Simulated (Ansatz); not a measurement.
InAs (zinc blende), relaxed with PBE (Ansatz, a program for electronic structure, plane waves, PAW): a = 6.1864 Å, b = 6.1864 Å, c = 6.1864 Å, α = 90.00°, β = 90.00°, γ = 90.00°.

```
Property              Result
--------------------  ------
ΔH_f (eV/atom)         -0.24
B₀ by P(V) fit (GPa)    48.4
```

**Question.** The same phase is relaxed and computed with PBEsol in the same code. What are the cell and these values now?

**Answer.** a = b = c = 6.0869 Å, α = β = γ = 90.00°.

* **ΔH_f (eV/atom)**: -0.20
* **B₀ by P(V) fit (GPa)**: 55.6

All cells were relaxed under the symmetry of their starts (and spin orders); stability against distortions was not tested throughout. Scalar-relativistic: spin–orbit coupling is off unless named, which matters more the heavier the elements.

Potentials: the later of the program's two PAW sets.

Ansatz is a plane-wave DFT program.

Formation energies count from the lowest solids of the elements computed at the same level, not from gases.
